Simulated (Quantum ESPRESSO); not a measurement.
Band energies of MgV₂O₆

```
MgV2O6
1.0
    4.88366    -1.76765     0.00000
    4.88366     1.76765     0.00000
   -1.95853     0.00000     6.77819
O Mg V
6 1 2
Cartesian
  1.00591   0.00000   6.21824
  6.80290   0.00000   0.55995
  0.23572   0.00000   1.75935
  7.57308   0.00000   5.01884
  4.96355   0.00000   4.22376
  2.84525   0.00000   2.55443
 -0.97926   0.00000   3.38909
  5.99280   0.00000   5.58109
  1.81601   0.00000   1.19710
```

PBEsol (pw.x of Quantum ESPRESSO, ONCV potentials, no spin-orbit coupling); path ΓYFLI,I1ZF1,YX1,XΓN,MΓ; energies in eV from the valence-band maximum.

```csv
k (1/Å),point,band 32,band 33,band 34,band 35,band 36,band 37,band 38,band 39
0.00,Γ,-1.03,-1.03,-0.92,-0.62,-0.08,2.79,3.00,3.58
0.39,,-1.10,-1.06,-0.97,-0.56,-0.08,2.85,3.02,3.38
0.79,,-1.27,-1.10,-0.95,-0.49,-0.10,2.91,3.09,3.48
0.98,Y,-1.28,-1.12,-0.92,-0.46,-0.12,2.92,3.10,3.57
1.19,,-1.26,-1.08,-0.91,-0.51,-0.11,2.90,3.09,3.53
1.40,F,-1.15,-1.00,-0.95,-0.60,-0.10,2.87,3.04,3.48
1.61,,-1.23,-1.03,-0.93,-0.52,-0.09,2.87,3.08,3.57
2.01,,-1.24,-1.15,-0.96,-0.51,-0.12,2.94,3.07,3.39
2.21,L,-1.24,-1.20,-0.95,-0.51,-0.15,2.97,3.06,3.35
2.41,,-1.23,-0.94,-0.84,-0.37,-0.20,3.00,3.09,3.37
2.82,,-1.06,-0.67,-0.62,-0.27,-0.26,2.60,2.78,3.26
3.02,I,-0.99,-0.80,-0.57,-0.37,-0.31,2.55,2.71,3.30
3.02,I1,-0.99,-0.80,-0.57,-0.37,-0.31,2.55,2.71,3.30
3.41,,-1.17,-0.96,-0.36,-0.17,-0.16,2.75,2.82,3.20
3.80,,-1.17,-1.10,-0.78,-0.40,-0.03,2.81,3.05,3.40
3.99,Z,-1.14,-1.10,-0.90,-0.58,0.00,2.78,3.01,3.39
4.18,,-1.14,-1.07,-0.94,-0.56,-0.02,2.81,3.02,3.38
4.57,,-1.25,-1.16,-0.96,-0.51,-0.12,2.94,3.07,3.40
4.95,F1,-1.15,-1.00,-0.95,-0.60,-0.10,2.87,3.04,3.48
4.95,Y,-1.28,-1.12,-0.92,-0.46,-0.12,2.92,3.10,3.57
5.16,,-1.11,-1.04,-0.62,-0.39,-0.18,2.99,3.11,3.54
5.57,X1,-0.86,-0.59,-0.48,-0.28,-0.16,2.64,2.67,3.29
5.57,X,-0.86,-0.59,-0.48,-0.28,-0.16,2.64,2.67,3.29
5.74,,-0.99,-0.63,-0.56,-0.33,-0.11,2.58,2.58,3.33
6.07,,-1.38,-0.61,-0.39,-0.37,-0.09,2.69,2.77,3.24
6.40,,-1.40,-0.66,-0.63,-0.32,-0.18,2.96,3.08,3.42
6.73,Γ,-1.03,-1.03,-0.92,-0.62,-0.08,2.79,3.00,3.58
7.07,,-1.34,-0.85,-0.59,-0.34,-0.16,2.92,3.08,3.48
7.41,,-1.18,-0.89,-0.45,-0.27,-0.08,2.67,2.86,3.22
7.74,N,-1.14,-0.90,-0.59,-0.40,-0.11,2.58,2.68,3.26
7.74,M,-1.03,-0.78,-0.55,-0.24,-0.07,2.54,2.62,3.30
7.90,,-1.22,-0.65,-0.49,-0.26,-0.08,2.58,2.66,3.25
8.22,,-1.49,-0.53,-0.53,-0.25,-0.18,2.95,3.06,3.27
8.69,Γ,-1.03,-1.03,-0.92,-0.62,-0.08,2.79,3.00,3.58
```

The PBEsol gap is indirect, 2.54 eV, from Z to M; the smallest direct gap is 2.61 eV. Another conduction extremum on the path lies within 0.02 eV, too close to call.

The 3d shell has no Hubbard U; the runs are without spin polarisation, and magnetic order was not tried.

Geometry of the Materials Project entry, not relaxed at this level.
